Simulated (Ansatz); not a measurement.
Os:
Space group P6₃/mmc (No. 194); a = b = 2.7383 Å, c = 4.3186 Å, α = β = 90.00°, γ = 120.00°

```json
[
 {"atom": "Os", "site": "2c", "symmetry": "-6m2", "x": "0.3333", "y": "0.6667", "z": "0.2500"}
]
```

Relaxed with r²SCAN.

Question: Decompose the optical modes at the zone centre into irreducible representations, and say which are infrared and Raman allowed.

Answer: Point group 6/mmm: Γ_opt = B1g + E2g. Infrared: none. Raman: E2g.

Question: Assign frequencies (DFPT, DFT-r²SCAN in the program Ansatz with PAW potentials).

Answer: E2g 170, B1g 219 cm⁻¹.

Subscripts of B labels follow the axes of the standard setting.

Space group P6_3/mmc (hcp (Mg type)). The cell was relaxed with r²SCAN under the symmetry of its start. The run is not spin-polarised. As this level gives no gap, phonon frequencies hold no LO–TO term and depend on the k-mesh and smearing (Fermi–Dirac, 0.1 eV here). Axis ratios of metals converge slowly with the k-mesh, so a and c are less sure than the volume. Scalar-relativistic: spin–orbit coupling is off unless named, which matters more the heavier the elements.

Potentials: the earlier of the program's two PAW sets. The files were generated under PBE; for other functionals the program regenerates the frozen cores, and for LDA and PBEsol the local potential too.
